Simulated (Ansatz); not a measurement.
# Data sheet: SiC (DFT)

SiC in space group P6_222 (No. 180; Si on 3d, C on 3c), a = 3.0592 Å, b = 3.0592 Å, c = 7.0165 Å, α = 90.00°, β = 90.00°, γ = 120.00°.

Space group P6_222 (No. 180); conventional cell a = b = 3.0592 Å, c = 7.0165 Å, α = β = 90.00°, γ = 120.00°.

Method: the program Ansatz at the HSE06 level (PAW). Structure relaxed to zero pressure with the same functional. Other levels are named where they apply.

### Cell and energy

```json
{
 "volume_per_atom": "9.48 Å³",
 "density": "3.51 g/cm³"
}
```

### Electronic structure

```json
{
 "band_gap": "1.63 eV (indirect)",
 "valence_band_maximum": "at Γ",
 "conduction_band_minimum": "at M (3 equivalent valleys)",
 "smallest_direct_gap_on_the_standard_path": "4.03 eV"
}
```

### Mechanics

```json
{
 "Bulk modulus (Birch–Murnaghan fit)": "243 GPa",
 "Pressure derivative B′": "3.8"
}
```

### Charges

```json
{
 "bader_charges": "Si +2.76, C -2.76 e"
}
```

The cell is a constructed one: a structure type filled with these elements; neither database checked (COD, Materials Project) lists it. It is not the phase usual at ambient conditions (space group No. 186, 216). The HSE06 relaxation kept the symmetry of its start; its stability against distortions is not shown here. The hybrid was solved on a coarse mesh, the path and, where they were found, the r²SCAN edge points; its band edges are the extreme levels among these.

Potentials: the later of the program's two PAW sets.
